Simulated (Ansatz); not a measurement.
BAs (rock salt, space group No. 225) at seven volumes, PBE (plane waves, PAW; program Ansatz), scaled uniformly. One row is withheld.

| V (Å³/atom) | P (GPa) |
|---|---|
| 11.190 | 14.94 |
| 11.559 | 9.13 |
| 11.927 | ? |
| 12.296 | 0.01 |
| 12.665 | -3.66 |
| 13.034 | -6.79 |
| 13.403 | -9.45 |

Task: Fit the shown pressures and predict the withheld one.

Result: P = (3/2)B₀(x^(7/2) − x^(5/2))[1 + (3/4)(B′ − 4)(x − 1)] with x = (V₀/V)^(2/3). Least squares on the six rows gives V₀ = 12.294 Å³/atom, B₀ = 131 GPa, B′ = 4.10. At V = 11.927, x = 1.0204 and P = 4.22 GPa. The run itself gave 4.23 GPa.

Space group Fm-3m (rock salt). The cell is a constructed one: a structure type filled with these elements; neither database checked (COD, Materials Project) lists it. It is not the phase usual at ambient conditions (space group No. 216). The cell was relaxed with PBE under the symmetry of its start; its stability against distortions is not shown here.

Potentials: the later of the program's two PAW sets.
